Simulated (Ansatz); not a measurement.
The relaxed structure here is a generated cell of HfO2: the first start was made by placing the elements on the sites of a structure type, and the end was not matched to a known phase here, so it may be hypothetical. Known forms of HfO2 include space group No. 14, 29, 137, 225.

A relaxed structure of HfO$_{2}$. Space group P-3 (No. 147). These are r2SCAN (plane waves to 500 eV, PAW, scalar-relativistic; Ansatz, a first-principles code) values and carry that method's errors.

```cif
data_Hf3O6
_chemical_formula_sum 'Hf3 O6'
_space_group_name_H-M_alt 'P-3'
_space_group_IT_number 147
_space_group_name_Hall '-P 3'
_cell_length_a 5.54300
_cell_length_b 5.54300
_cell_length_c 3.44649
_cell_angle_alpha 90.000
_cell_angle_beta 90.000
_cell_angle_gamma 120.000
loop_
_atom_site_label
_atom_site_type_symbol
_atom_site_symmetry_multiplicity
_atom_site_Wyckoff_symbol
_atom_site_fract_x
_atom_site_fract_y
_atom_site_fract_z
_atom_site_occupancy
Hf1 Hf 1 a 0.00000 0.00000 0.00000 1
Hf2 Hf 2 d 0.66667 0.33333 0.26642 1
O1 O 6 g 0.30202 0.37765 0.24760 1
```

Question: What band gap does r2SCAN give?

Answer: 2.83 eV, indirect (valence top at Γ, conduction bottom at M) (no spin-orbit coupling).

Question: Give the smallest direct gap at the level r2SCAN.

Answer: 2.89 eV at Γ.

No spin polarisation in the result.

The run could not lose the symmetry of its start: the end is stationary, and may be a saddle point rather than a minimum.
